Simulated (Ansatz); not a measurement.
## Piezoelectric tensor of InSb at 22 GPa (stress–strain coefficients)

Level of theory: DFT LDA, scalar-relativistic, plane waves, PAW (Ansatz 0.2.0). Cutoff 420 eV, 12×12×12 k-points (Γ-centred), fixed occupations. No spin polarisation.

The cell, relaxed at 22 GPa:
```yaml
crystal:
  lattice:
    - [0.00000, 2.96096, 2.96096]
    - [2.96096, 0.00000, 2.96096]
    - [2.96096, 2.96096, 0.00000]
  atoms:
    - { symbol: In, position: [0.00000, 0.00000, 0.00000] }
    - { symbol: Sb, position: [0.75000, 0.75000, 0.75000] }
```

Spin–orbit coupling is left out, which matters for heavy elements. The real crystal has changed phase below this pressure. The bands were filled as in an insulator; under compression the gap may have closed between mesh points.

(1) Give the relaxed-ion proper piezoelectric stress tensor e_iJ (C/m², Voigt columns xx yy zz yz xz xy).

(2) With the elastic constants (GPa, Voigt order)
C11 = 147.3, C12 = 133.3, C13 = 133.3, C22 = 147.3, C23 = 133.3, C33 = 147.3, C44 = 18.5, C55 = 18.5, C66 = 18.5 GPa; the others vanish.
find the strain coefficients d = e·C⁻¹ (pC/N).

Results:

(1)
```
x    0.000  0.000  0.000 -0.276  0.000  0.000
y    0.000  0.000  0.000  0.000 -0.276  0.000
z    0.000  0.000  0.000  0.000  0.000 -0.276
```
Signs follow the orientation of the cell as given.

(2)
```
x     0.0   0.0   0.0 -14.9   0.0   0.0
y     0.0   0.0   0.0   0.0 -14.9   0.0
z     0.0   0.0   0.0   0.0   0.0 -14.9
```

Cost: 1 run of about 11 core-minutes, on Intel Xeon Processor @ 2.50GHz (Skylake/Cascade Lake) (shared hosts).